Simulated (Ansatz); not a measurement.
Rough cost of magnetic runs on YCu (Pm-3m) in Ansatz 0.2.0, 1 thread of Arm Neoverse V2, on a shared host.

```xyz
2
Lattice="3.4581 0.0000 0.0000 0.0000 3.4581 0.0000 0.0000 0.0000 3.4581" Properties=species:S:1:pos:R:3 pbc="T T T"
Y     0.0000    0.0000    0.0000
Cu    1.7291    1.7291    1.7291
```

```tsv
run	functional, mesh	k points solved	bands	iterations	wall time (s)	peak memory (GiB)
AE-PAW: total moment held at 1 μB	PBEsol, 11×11×11	56	17	12	9.3	0.51
PAW: field of 300 T on the spins	PBEsol, 11×11×11	56	20	17	6	0.35
PAW: total moment held at 1.6 μB	PBEsol, 11×11×11	56	20	11	6.4	0.36
PAW: total moment held at 0.3 μB	PBEsol, 11×11×11	56	20	15	7.5	0.36
PAW: free moments from the typed start	PBEsol, 11×11×11	56	20	16	8.1	0.35
LAPW: total moment held at 2.4 μB	PBEsol, 11×11×11	56	30	12	22	0.46
AE-PAW: total moment held at 0.1 μB	PBEsol, 11×11×11	56	17	10	8.3	0.52
LAPW: field of 300 T on the spins	PBEsol, 11×11×11	56	28	17	28	0.45
PAW: total moment held at 0 μB	PBEsol, 11×11×11	56	19	12	4.5	0.35
```

(1) Roughly how much dearer is an iteration by LAPW than by PAW among the runs with the first row's mesh and spin treatment (collinear)?

Results:

(1) About 3 times (medians of wall time over iterations; times from a shared host are rough).
